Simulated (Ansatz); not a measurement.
## Fe2C: pressure against volume

Fe2C, Pnnm, a = 4.241 Å, b = 4.597 Å, c = 2.786 Å. The structure is a COD entry; whether it is the stable form wasn't checked. Ansatz: PBEsol, PAW, 420 eV, Γ-centred 8×8×12 mesh on 6 atoms, Gaussian smearing 0.10 eV; collinear spin, largest moment 1.4 μB. Shape and atoms are relaxed at each volume; pressure is positive in compression.

| V (Å³/atom) | P (GPa) |
| --- | --- |
| 7.965 | 44.24 |
| 8.236 | 30.02 |
| 8.508 | 18.08 |
| 8.779 | 8.11 |
| 9.051 | 0.03 |
| 9.322 | -6.88 |
| 9.594 | -12.71 |
| 9.956 | ? |

Q: Take V0 = 9.051 Å³/atom, count pressures from its P0 = 0.03 GPa, fit the third-order Birch–Murnaghan form to the other rows, and predict the missing pressure.

A: With the Eulerian strain f = ½[(V0/V)^(2/3) − 1] and y = (P − P0)/[3f(1 + 2f)^(5/2)], the form is the line y = B0 + 1.5 B0 (B0′ − 4) f. Rows (f, y): 0.04447, 267.8; 0.03246, 263.2; 0.02105, 257.8; 0.01028, 249.0; -0.00974, 248.4; -0.01905, 245.7. Means f = 0.01324, y = 255.32; Σ(Δf)² = 0.002985, ΣΔfΔy = 1.049; the slope is their ratio. y = 250.7 + 351.4 f GPa, so B0 = 250.7 GPa and B0′ = 4 + 2 × (351.4)/(3 × 250.7) = 4.93. At V = 9.956, f = -0.03078, y = 239.88 and P = -18.87 GPa. The run gave -19.13 GPa, so the fit is 0.26 GPa too high, within twice the rms miss on the fitted rows (0.14 GPa). The form still works here, 22 % of the fitted range beyond its end. Note that the largest moment runs from 1.11 to 1.65 μB along the series.

The largest moment runs from 1.11 to 1.65 μB along the series, so B0 and B0′ hold the change of the moment too.

Only parallel moments were tried here.

Cost: 8 runs of about 71 core-minutes in all, on Intel Xeon Processor @ 2.50GHz (Skylake/Cascade Lake) (shared hosts).